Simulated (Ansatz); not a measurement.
## Data sheet: BeS (DFT)

BeS:
```
BeS
1.0
    0.00000     2.31459     2.31459
    2.31459     0.00000     2.31459
    2.31459     2.31459     0.00000
S Be
1 1
Cartesian
  0.00000   0.00000   0.00000
  2.31459   2.31459   2.31459
```

Space group Fm-3m (No. 225), rock salt; conventional cell a = 4.6292 Å, b = 4.6292 Å, c = 4.6292 Å, α = 90.00°, β = 90.00°, γ = 90.00°.

Method: PBE (plane waves, PAW; program Ansatz). Geometry: relaxed at this level of theory. Other levels are named where they apply.

**Cell and energy**

```yaml
volume_per_atom: 12.40 Å³
density: 2.75 g/cm³
Formation energy from the elements (no fitted shifts): -0.51 eV/atom
```

**Electronic structure**

```yaml
band_gap: 0.97 eV (indirect)
valence_band_maximum: on the K–Γ line, 60 % of the way from K
conduction_band_minimum: at X (3 equivalent valleys)
smallest_direct_gap_on_the_standard_path: 4.16 eV
electron_effective_mass: 0.29, 0.29, 0.97 mₑ (principal values)
hole_effective_mass: 0.19, 0.92, 1.2 mₑ (principal values)
```

**Mechanics**

```yaml
Bulk modulus (Birch–Murnaghan fit): 107 GPa
Pressure derivative B′: 3.8
```

The start of the workflow was typed in or built on a structure type; neither database checked (COD, Materials Project) lists it. COD files the formula under space group No. 216. Whether it is the stable phase at ambient conditions was not checked. The cell was relaxed with PBE under the symmetry of its start; its stability against distortions is not shown here. The references are the lowest solids computed at this level, not always the standard phases.

Potentials: the earlier of the program's two PAW sets.
